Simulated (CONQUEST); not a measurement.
Band structure of SnO2 (P4_2/mnm, 6 atoms in the cell; from Materials Project mp-856).

```
SnO2
1.0
    4.76482     0.00000     0.00000
    0.00000     4.76482     0.00000
    0.00000     0.00000     3.20750
Sn O
2 4
Cartesian
  2.38241   2.38241   1.60375
  0.00000   0.00000   0.00000
  0.92452   3.84030   1.60375
  3.84030   0.92452   1.60375
  3.30693   3.30693   0.00000
  1.45789   1.45789   0.00000
```

Method: PBE, numerical atomic orbitals double-zeta with polarisation (the shipped basis), PseudoDojo norm-conserving potentials made for PBE (CONQUEST 1.3).

Settings: basis = DZP; Diag.MPMeshX, Y, Z = 5 5 7; potentials = PseudoDojo norm-conserving PBE; Grid.GridCutoff = 175 Ha; DM.SolutionMethod = diagon; Diag.kT = 0.000367 Ha; Diag.GammaCentred = true; minE.SCTolerance = 1.0e-07; SC.MaxIters = 100; SC.LinearMixingFactor = 0.5; SC.KerkerPreCondition = true; SC.KerkerFactor = 0.1 1/bohr; AtomMove.TypeOfRun = static.

The program uses no crystal symmetry, so grid and mesh can part values that symmetry would make equal. The atom-centred basis is finite, which shifts total energies, pressures and forces against plane waves. The structure comes from a collection of computed structures, made at another level of theory; the collection holds predicted forms beside known ones.

Q: Predict the gap along the standard path and the places of the band edges.

A: The gap along the path is 0.80 eV, direct at Γ to within 0.01 eV.

Points are given in units of this cell's reciprocal vectors. Levels in eV from the top of the valence band on the path, bands 23 to 27:
| point | 23 | 24 | 25 | 26 | 27 |
|---|---|---|---|---|---|
| Γ (0 0 0) | -1.39 | -0.72 | -0.72 | 0.00 | 0.80 |
| X (0 0.5 0) | -1.31 | -1.31 | -0.61 | -0.61 | 4.04 |
| M (0.5 0.5 0) | -1.46 | -1.46 | -0.90 | -0.90 | 4.43 |
| Z (0 0 0.5) | -1.60 | -1.60 | -1.23 | -1.23 | 5.85 |
| R (0 0.5 0.5) | -1.01 | -1.01 | -0.84 | -0.84 | 6.04 |
| A (0.5 0.5 0.5) | -0.94 | -0.94 | -0.77 | -0.77 | 4.48 |

Higher empty bands are left out: an atom-centred basis made for the valence describes them poorly.
